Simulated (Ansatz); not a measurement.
BN in space group R3m (No. 160; B on 3a, N on 3a), the program Ansatz at the r²SCAN+D4 level (PAW). The conduction-band minimum lies at F, with 3 equivalent valleys. Second derivatives d²E/dk² of the lowest band at one valley (eV·Å²), along Cartesian directions:

| direction | d²E/dk² |
|---|---|
| [100] | 25.50 |
| [010] | 10.65 |
| [001] | 9.648 |
| [110] | 30.93 |
| [101] | 22.23 |
| [011] | 12.84 |

Q: Find the principal effective masses, the density-of-states mass and the conductivity mass.

A: Off-diagonal terms follow from H_xy = H[110] − (H_xx + H_yy)/2, and m*/mₑ = 7.620 eV·Å² over each eigenvalue: 0.22, 0.90, 2.4. One valley's DOS mass (m₁m₂m₃)^(1/3) = 0.78, conductivity mass 3/(Σ 1/mᵢ) = 0.50 mₑ.

Q: What effective density of states Nc follows at 300 K for parabolic valleys?

A: Nc = 2.509e19 × 3 × (0.78)^(3/2) ≈ 5.2e19 cm⁻³.

Q: With the computed static dielectric constant 5.17 (mean of the diagonal), estimate a hydrogenic donor's binding energy and radius.

A: E = 13.606 eV × 0.50/5.17² ≈ 250 meV; a = 0.529 Å × ε/m* ≈ 5.5 Å. Semilocal masses tend to be too small when the gap is underestimated.

The workflow started from a Materials Project entry (that database holds measured and hypothetical structures alike); the Crystallography Open Database copy checked does not list it. It is not the phase usual at ambient conditions (space group No. 186, 194, 216). Symmetry was held in the r²SCAN+D4 relaxation; whether a distortion lowers the energy is not shown.

Potentials: the earlier of the program's two PAW sets. The files were generated under PBE; for other functionals the program regenerates the frozen cores, and for LDA and PBEsol the local potential too.
